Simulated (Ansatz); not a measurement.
AlPd₃N (anti-perovskite, Pm-3m) at seven volumes, plane-wave PAW r²SCAN (Ansatz code), scaled uniformly. One row is withheld.

| V (Å³/atom) | P (GPa) |
|---|---|
| 12.603 | 21.86 |
| 13.019 | 13.24 |
| 13.434 | 6.03 |
| 13.850 | 0.01 |
| 14.265 | -5.02 |
| 14.681 | -9.20 |
| 15.096 | ? |

**Question.** Fit the shown pressures and predict the withheld one.

**Answer.** Third-order Birch–Murnaghan: P = (3/2)B₀(x^(7/2) − x^(5/2))[1 + (3/4)(B′ − 4)(x − 1)] with x = (V₀/V)^(2/3). Least squares on the six rows gives V₀ = 13.851 Å³/atom, B₀ = 182.9 GPa, B′ = 4.99. At V = 15.096, x = 0.9442 and P = -12.71 GPa. The run itself gave -12.67 GPa.

The start of the workflow was typed in or built on a structure type; neither database checked (COD, Materials Project) lists it. Its standing as an ambient phase is unchecked. The cell was relaxed with r²SCAN under the symmetry of its start; whether a distortion lowers the energy is not shown. The run is not spin-polarised. The volume moved by 16 % from the start of the relaxation.

Potentials: the earlier of the program's two PAW sets. The files were generated under PBE; for other functionals the program regenerates the frozen cores, and for LDA and PBEsol the local potential too.
